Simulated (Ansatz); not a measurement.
Input:

SiMo:
```cif
data_Mo2Si2
_chemical_formula_sum 'Mo2 Si2'
_space_group_name_H-M_alt 'P63/mmc'
_space_group_IT_number 194
_space_group_name_Hall '-P 6c 2c'
_cell_length_a 3.13753
_cell_length_b 3.13753
_cell_length_c 7.00452
_cell_angle_alpha 90.000
_cell_angle_beta 90.000
_cell_angle_gamma 120.000
loop_
_atom_site_label
_atom_site_type_symbol
_atom_site_symmetry_multiplicity
_atom_site_Wyckoff_symbol
_atom_site_fract_x
_atom_site_fract_y
_atom_site_fract_z
_atom_site_occupancy
Mo1 Mo 2 a 0.00000 0.00000 0.00000 1
Si1 Si 2 c 0.33333 0.66667 0.25000 1
```

This is the PBE-relaxed structure.

Task: All from plane-wave PAW PBE (Ansatz code), unless another level is named. Give the electronic character.

Result: metallic (no gap).

Task: What about the density of states at the Fermi level?

Result: 0.53 states/eV per atom (mean over ±0.08 eV).

Task: Predict the formation energy from the elements (no fitted shifts).

Result: -0.31 eV/atom.

Space group P6_3/mmc (NiAs type). The cell is a constructed one: a structure type filled with these elements; neither database checked (COD, Materials Project) lists it. Its standing as an ambient phase is unchecked. The cell was relaxed with PBE under the symmetry of its start; whether a distortion lowers the energy is not shown. No spin polarisation was allowed. The references are the lowest solids computed at this level, not always the standard phases. Spin–orbit coupling is left out wherever it is not named.

Potentials: the later of the program's two PAW sets.
